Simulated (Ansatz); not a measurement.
NbRu:
```
NbRu
1.0
    0.00000     2.56725     2.56725
    2.56725     0.00000     2.56725
    2.56725     2.56725     0.00000
Ru Nb
1 1
Direct
  0.00000   0.00000   0.00000
  0.50000   0.50000   0.50000
```

Relaxed with PBEsol. Special points in fractions of this cell's reciprocal vectors: Γ (0.000, 0.000, 0.000); X (0.500, 0.000, 0.500); U (0.625, 0.250, 0.625); K (0.375, 0.375, 0.750); L (0.500, 0.500, 0.500); W (0.500, 0.250, 0.750).

Task: List the band energies nearest the Fermi level at these points for plane-wave PAW PBEsol (Ansatz code).

Result: In eV from the Fermi level; about four levels below and three above (degenerate sets whole), none deeper than 8.9 eV; points with the same levels are listed once.

```tsv
k	below	above
Γ	-4.54 -4.54 -4.10 -4.10 -4.10	3.50 3.50 3.50
X	-3.70 -2.66 -0.68 -0.68	0.05 2.03 2.03
U	-2.86 -2.59 -2.51 -1.14	0.89 1.91 2.19
L	-0.99 -0.99 -0.76 -0.76	1.36 1.43 1.43
W	-3.30 -3.18 -1.01 -0.65	0.13 1.89 1.89
```

Space group Fm-3m (rock salt). The start of the workflow was typed in or built on a structure type; neither database checked (COD, Materials Project) lists it. COD files the formula under space group No. 123, 221. Whether it is the stable phase at ambient conditions was not checked. Symmetry was held in the PBEsol relaxation. At this level the phase is mechanically unstable. The run is not spin-polarised. Its formation energy is positive at this level, so the cell may be metastable or incomplete. Spin–orbit coupling is left out wherever it is not named.

Potentials: the earlier of the program's two PAW sets. The files were generated under PBE; for other functionals the program regenerates the frozen cores, and for LDA and PBEsol the local potential too.
